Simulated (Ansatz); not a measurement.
Relaxed CdS (zinc blende):

```
CdS
1.0
    0.00000     5.87906     5.87906
    2.93953     0.00000     2.93953
    2.93953     2.93953     0.00000
S Cd
2 2
Direct
  0.37500   0.75000   0.75000
  0.87500   0.75000   0.75000
  0.00000   0.00000   0.00000
  0.50000   0.00000   0.00000
```

A phonon eigenvector at L = (0.5, 0.0, 0.0) is frozen into this cell: atom i moves by Q times the vector below, so Q is the largest atomic displacement, in Å. The cell is held. (q is in reciprocal vectors of the primitive cell; the cell shown is doubled to hold the pattern.)

```csv
atom,x,y,z
S1,0.577,-0.577,-0.577
S2,-0.577,0.577,0.577
Cd3,-0.051,0.051,0.051
Cd4,0.051,-0.051,-0.051
```

Calculation: r2SCAN (plane waves to 500 eV, PAW, scalar-relativistic; Ansatz, a quantum-chemistry and plane-wave program). k mesh 5×10×10 (Γ-centred), Fermi-Dirac smearing 0.05 eV. The energy includes the smearing's −TS. CdS was relaxed with its symmetry unable to fall. The PAW data are Ansatz's earlier set. The zero of ΔE is the undisplaced structure.

The scan covers Q from -0.100 to 0.100 Å in 13 points.

### Question
Which space group does the distorted structure have?

### Answer
R3m (No. 160), lowered from F-43m.

### Question
Is this a single well or a double well?

### Answer
A single well with its minimum at or next to zero displacement.

### Question
What is the energy change at Q = 0.100 Å?

### Answer
107.0 meV/cell.

### Question
What harmonic wavenumber does the curvature at Q = 0 give?

### Answer
296 cm⁻¹.

(A displaced cell: forces are minus the slopes of the energy, force constants its curvatures, and phonons follow from these.)
